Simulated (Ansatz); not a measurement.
Relaxed LiF (rock salt):

```
CELL_PARAMETERS angstrom
      0.00000     2.03393     2.03393
      2.03393     0.00000     2.03393
      2.03393     2.03393     0.00000
ATOMIC_POSITIONS crystal
  F  0.00000 0.00000 0.00000
  Li 0.50000 0.50000 0.50000
```

Two-dimensional scan of atom 1 (F, nearest neighbour Li at 2.034 Å; its periodic images, 2.9 Å or more away, move with it): u runs along (0.707, 0.707, 0.000), v along (0.000, 0.000, 1.000) (Cartesian). Cell and other atoms are fixed.

Calculation: PBE (plane waves to 420 eV, PAW, scalar-relativistic; Ansatz, a first-principles code). k mesh 11×11×11 (Γ-centred), Fermi-Dirac smearing 0.05 eV. Compression counts positive. LiF was relaxed with its symmetry unable to fall.

Changes of P (GPa) from the point u = 0.000 Å, v = 0.000 Å when one coordinate moves alone (two changes are said to add if the coupling is within 5 % of the smaller one, nearly so within 20 %):

| point | change |
|---|---|
| u = 0.000 Å, v = -0.510 Å | 14.76 |
| u = 0.000 Å, v = -0.340 Å | 5.19 |
| u = 0.000 Å, v = -0.170 Å | 1.10 |
| u = -0.510 Å, v = 0.000 Å | 9.81 |
| u = -0.340 Å, v = 0.000 Å | 4.27 |
| u = -0.170 Å, v = 0.000 Å | 1.05 |
| u = 0.170 Å, v = 0.000 Å | 1.05 |
| u = 0.340 Å, v = 0.000 Å | 4.27 |
| u = 0.510 Å, v = 0.000 Å | 9.81 |
| u = 0.000 Å, v = 0.170 Å | 1.10 |
| u = 0.000 Å, v = 0.340 Å | 5.19 |
| u = 0.000 Å, v = 0.510 Å | 14.76 |

Task: What is the change at u = -0.510 Å, v = -0.510 Å, where both move, and how far is it from the sum?

Result: The sum of the single changes is 9.81 + (14.76) = 24.57; the calculation gives 16.31, so the coupling contributes -8.26 (over 20 % of the smaller single change, not additive).

Task: Do the two effects add at u = 0.170 Å, v = -0.340 Å? Give the computed change.

Result: The sum of the single changes is 1.05 + (5.19) = 6.24; the calculation gives 5.84, so the coupling contributes -0.40 (over 20 % of the smaller single change, not additive).

Task: Do the two effects add at u = -0.340 Å, v = -0.510 Å? Give the computed change.

Result: The sum of the single changes is 4.27 + (14.76) = 19.03; the calculation gives 15.16, so the coupling contributes -3.87 (over 20 % of the smaller single change, not additive).

(A displaced cell: forces are minus the slopes of the energy, force constants its curvatures, and phonons follow from these.)
